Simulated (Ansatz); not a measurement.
## LaPt5, a database entry at a rescaled volume

```yaml
crystal:
  lattice:
    - [5.37247, 0.00000, 0.00000]
    - [-2.68624, 4.65270, 0.00000]
    - [0.00000, 0.00000, 4.37130]
  atoms:
    - { symbol: Pt, position: [0.33330, 0.66670, 0.00000] }
    - { symbol: Pt, position: [0.66660, 0.33330, 0.00000] }
    - { symbol: Pt, position: [0.50000, 0.00000, 0.50000] }
    - { symbol: Pt, position: [0.50000, 0.50000, 0.50000] }
    - { symbol: Pt, position: [0.00000, 0.50000, 0.50000] }
    - { symbol: La, position: [0.00000, 0.00000, 0.00000] }
```

Single point in Ansatz 0.2.0 with PBEsol, no spin polarisation. Cutoff 420 eV, PAW datasets, 7×7×8 Γ-centred k mesh, gaussian filling (width 0.2961 eV).

(1) What do density and ELF say about some of the short contacts?

(2) Give the Bader charges.

(3) What is the formation energy?

(4) Is there a gap?

Origin: a database entry at a rescaled volume. Caveats: wide smearing; f levels without a U or exact exchange are poorly placed.

Results:

(1) Pt–Pt at 2.68 Å: least valence density 0.45 e/Å³ and ELF 0.32 there. Pt–La at 3.10 Å: least valence density 0.23 e/Å³ and ELF 0.17 there. Both are smooth PAW fields, read partly inside the augmentation spheres.

(2) Bader charges in e: La +1.69, Pt -0.38 to -0.31. In the mean La gives up most and Pt takes most.

(3) -0.73 eV an atom against the elements' usual phases (free molecules for gases, crystals otherwise, with no correction for O₂ or N₂), so it is bound against them; other compounds may still compete. Relaxing would lower it.

(4) It is a metal, with about 3.7 states/eV a cell as the mean within 0.25 eV of the Fermi level, mostly Pt d (78 %).
